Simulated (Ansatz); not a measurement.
4 guesses for Te2As3 and where they end

Method: DFT PBE, scalar-relativistic, plane waves, PAW in Ansatz 0.2.0. All cells share a 420 eV cutoff and Γ-centred k meshes spaced at most about 0.3 Å⁻¹ (about 0.25 or finer for metals, 2π included). No spin polarisation in the final relaxations.

Each guess was relaxed in cell and atoms at zero pressure, within the symmetry of its start. Temperature and zero-point effects are left out. Coordination counts all near atoms (for each partner element, those within 1.25 times its shortest distance or 1.15 times the sum of covalent radii, where it is the nearest in units of that sum or under 1.3; the shortest distance is added where it exceeds 1.18 times the sum of covalent radii; a slash parts the counts of unlike sites).

| guess | made from | start group | V start (Å³/atom) | end group | V end (Å³/atom) | coordination at the end | gap on mesh (eV) | E over the lowest end (meV/atom) |
| --- | --- | --- | --- | --- | --- | --- | --- | --- |
| 1 | random cell | Pmmm | 27.6 | ? | ? | ? | ? | ? |
| 2 | Er2Se3 type | P-4m2 | 25.9 | P-4m2 | 27.1 | Te 6, As 6/8 | 0 | 8 |
| 3 | Si2Rh3 type | P-3m1 | 27.4 | P-3m1 | 27.7 | Te 8, As 5/6 from 3.3 Å | 0 | 146 |
| 4 | Cu3Te2 type | P4mm | 25.6 | P4mm | 28.6 | Te 4, As 4/6 | 0 | 0 |

Guess 1 as it starts:

```cif
data_structure
_symmetry_space_group_name_H-M 'Pmmm'
_symmetry_Int_Tables_number 47
_cell_length_a 4.7359
_cell_length_b 5.3276
_cell_length_c 5.4750
_cell_angle_alpha 90.000
_cell_angle_beta 90.000
_cell_angle_gamma 90.000
_cell_volume 138.14
loop_
_atom_site_label
_atom_site_type_symbol
_atom_site_symmetry_multiplicity
_atom_site_Wyckoff_symbol
_atom_site_fract_x
_atom_site_fract_y
_atom_site_fract_z
_atom_site_occupancy
Te1 Te 1 c 0.00000 0.00000 0.50000 1
Te2 Te 1 b 0.50000 0.00000 0.00000 1
As1 As 2 s 0.50000 0.00000 0.72427 1
As2 As 1 g 0.00000 0.50000 0.50000 1
```

Problem. Predict the end of this guess and its energy over the lowest end.

Solution. It ends in space group Pmmm (No. 47), with a = 5.150 Å, b = 5.410 Å, c = 7.942 Å, 44.3 Å³/atom and no gap. It lies 0.55 eV/atom over the lowest end, above guess 3 and so the highest of the set. Counting all near atoms, this end has Te 2/6, As 2/4 and the lowest (guess 4) has Te 4, As 4/6.

```
Te As
1.0
     5.15024    0.00000    0.00000
     0.00000    5.41044    0.00000
     0.00000    0.00000    7.94161
Te As
2 3
Cartesian
  0.0000 0.0000 3.9708
  2.5751 0.0000 0.0000
  2.5751 0.0000 2.6210
  2.5751 0.0000 5.3206
  0.0000 2.7052 3.9708
```

Energies over the elements count from the elements' standard structures at the same level, with no fitted energy shifts.

Problem. Is the lowest end bound against the elements?

Solution. No: its formation energy is +0.25 eV/atom. It can't be a ground state, since the elements alone are lower.

For metals, differences of a few meV/atom aren't resolved. No dispersion correction is applied, so the spacing and binding between layers, chains or molecules are poorly described (P4mm, P-4m2, P-3m1), and this can change margins and order among such cells. These runs have no spin–orbit coupling, which can matter for Te. In P4mm, P-4m2, P-3m1, Pmmm an odd number of electrons in the primitive cell allows no gap without spin; a larger cell or a magnetic state could open one. A magnetic state wasn't ruled out in cells without spin, among them P4mm, P-4m2, P-3m1, Pmmm. The reference forms of As and Te are held partly by dispersion forces, which this level lacks. Cells relaxed within their symmetry can be saddle points. A lower structure may well exist outside this small set. Some types were kept out of the candidates beforehand, so the set may lack a known form.
